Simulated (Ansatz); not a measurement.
**How much do the gradients of Al2O3 depend on the method?**

Cell: a refined structure from the COD whose atoms were relaxed with PBE, the cell held.

Space group R-3c:H (No. 167); a = 4.7605, c = 12.9956 Å, γ = 120.00°.

| site | Wyckoff | site symmetry | x | y | z |
| --- | --- | --- | --- | --- | --- |
| Al | 12c | 3. | 0.0000 | 0.0000 | 0.8521 |
| O | 18e | .2 | 0.9731 | 0.3333 | 0.0833 |

One atom of each set is listed; the run and its k-mesh use a cell of 10 atoms with edges of 5.13, 5.13, 5.13 Å.

First run. All values are calculated (Ansatz; DFT, PBE, plane waves and PAW, scalar-relativistic, 420 eV cutoff, Γ-centred 8×8×8 k-points, Fermi–Dirac smearing 0.02 eV), not measured.

| site | V_zz (10²¹ V/m²) | η |
| --- | --- | --- |
| Al | 0.56 | 0.00 |
| O | -3.88 | 0.51 |

Second run. The same atoms and settings, except that the functional is LDA.

Question: Given the first result, estimate the second.

Answer: 

```tsv
site	V_zz	η	change of V_zz
Al	0.57	0.00	+0.01
O	-3.76	0.51	+0.12
```

The largest change of V_zz is on O, from -3.88 to -3.76. In per cent, |V_zz| changes by +2 on Al, -3 on O (all sites that start above 0.5).

For the first run: At this cell the PBE pressure is 7 GPa, so with PBE the cell would grow if it were relaxed.
For the second run: At this cell the LDA pressure is -5 GPa, so with LDA the cell would shrink if it were relaxed.
